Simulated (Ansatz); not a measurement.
**Relaxing a structure of La2O3**

The start is a relaxed La2O3 cell, doubled along one cell vector, shaken by Gaussian noise of σ = 0.08 Å a coordinate. Cell shape, volume and atoms are optimised at zero target pressure with PBE (plane waves to 420 eV, PAW, scalar-relativistic; Ansatz, a program for electronic structure). First-step values are on the input's coarse k-mesh.

Ansatz input (later rounds restart from its end on a renewed k-mesh):
Ansatz 0.2 input:
```yaml
crystal:
  lattice:
    - [3.9406682402, 0, 0]
    - [-1.9703341201, 3.4127188039, 0]
    - [0, 0, 12.3764262734]
  atoms:
    - { symbol: O, position: [-0.0099745948, -0.0044380448, -0.0029355999] }
    - { symbol: O, position: [0.0194813642, 0.0066950673, 0.4963917744] }
    - { symbol: O, position: [0.3394039029, 0.6531797437, 0.3158730007] }
    - { symbol: O, position: [0.3141089101, 0.6667999535, 0.8211359371] }
    - { symbol: O, position: [0.6399468463, 0.2943275933, 0.1762647396] }
    - { symbol: O, position: [0.677747005, 0.3190163639, 0.6768673646] }
    - { symbol: La, position: [0.3448537353, 0.6751741863, 0.1121388123] }
    - { symbol: La, position: [0.3232699319, 0.6510546779, 0.6284173608] }
    - { symbol: La, position: [0.6312945854, 0.3214974778, 0.3779601828] }
    - { symbol: La, position: [0.6496872226, 0.3054110991, 0.8800351826] }
basis: { ecutwfc: 420, ecutrho_ratio: 4, xc_grid: 2, fft_grid_basis: typed }
kpoints: { mp_grid: { grid: [7, 7, 2] } }
hamiltonian:
  xc: pbe
  dispersion: none
  pseudopotentials: { azcp: { folder: ./paw }, kind: paw }
scf: { occupations: { method: fermi_dirac, width: 0.05 } }
relax: { f_tol: 0.01, max_steps: 100, cell: { stress_tol: 0.02 } }
output: { forces: true, stress: true }
```

Largest initial force: 2.35 eV/Å, on La7 (atoms numbered as listed)
Energy released: 43 meV/atom
Relative to the parent: It returns to the parent structure, P-3m1 (No. 164)
Shortest distances (start → end): The closest pairs of elements (up to four, under 3.6 Å), start → end: La–O 2.26 → 2.37 Å; O–O 2.79 → 2.90 Å; La–La 3.59 → 3.81 Å
Optimiser moves: 5

It ends as:

Space group P-3m1 (No. 164); a = b = 3.9406 Å, c = 6.1878 Å, α = β = 90.00°, γ = 120.00°

| atom | site | symmetry | x | y | z |
|---|---|---|---|---|---|
| O | 1a | -3m. | 0.0000 | 0.0000 | 0.0000 |
| O | 2d | 3m. | 0.3333 | 0.6667 | 0.3547 |
| La | 2d | 3m. | 0.6667 | 0.3333 | 0.2474 |

Final values are on a 10×10×6 k-mesh of the relaxed cell. No spin polarisation in the result.

The first start was generated by placing the elements on the sites of a structure type. Materials Project lists a structure of La2O3 in the same space group, P-3m1 (No. 164); the sites were not compared with it, nor with measured phases.
